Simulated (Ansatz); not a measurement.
TaW:
```xyz
2
Lattice="2.2815 -2.2820 0.0000 2.2815 2.2820 0.0000 0.0000 0.0000 3.2269" Properties=species:S:1:pos:R:3 pbc="T T T"
W      2.2815     0.0000     0.0000
Ta     0.0000     0.0000     1.6134
```

Relaxed with r²SCAN. Special points in fractions of this cell's reciprocal vectors: Γ (0.000, 0.000, 0.000); Y (-0.500, 0.500, 0.000); C0 (-0.500, 0.500, 0.000); Σ0 (0.500, 0.500, 0.000); Z (0.000, 0.000, 0.500); A0 (0.500, 0.500, 0.500); E0 (-0.500, 0.500, 0.500); T (-0.500, 0.500, 0.500); S (0.000, 0.500, 0.000); R (0.000, 0.500, 0.500).

Problem. List the band energies nearest the Fermi level at these points for r²SCAN with spin–orbit coupling in the plane-wave PAW code Ansatz.

Solution. In eV from the Fermi level; about four levels below and three above (degenerate sets whole), none deeper than 8.9 eV; points with the same levels are listed once.

```json
[
 {"k": "Γ", "below": "-4.51 -4.51 -4.51 -4.51", "above": "0.06 0.06 0.06 0.06"},
 {"k": "Y", "below": "-2.22 -2.22 -2.16 -2.16", "above": "1.44 1.44 1.46 1.46"},
 {"k": "Z", "below": "-1.76 -1.76 -1.00 -1.00", "above": "0.16 0.16 0.67 0.67"},
 {"k": "A0", "below": "-1.37 -1.37 -1.37 -1.37", "above": "4.35 4.35 4.35 4.35"}
]
```

Space group Pm-3m (CsCl type). The start of the workflow was typed in or built on a structure type; neither database checked (COD, Materials Project) lists it. Its standing as an ambient phase is unchecked. The cell was relaxed with r²SCAN under the symmetry of its start; its stability against distortions is not shown here. No spin polarisation was allowed. Point labels and valley counts follow the cell and symmetry of the run, lower than the named group.

Potentials: the earlier of the program's two PAW sets.
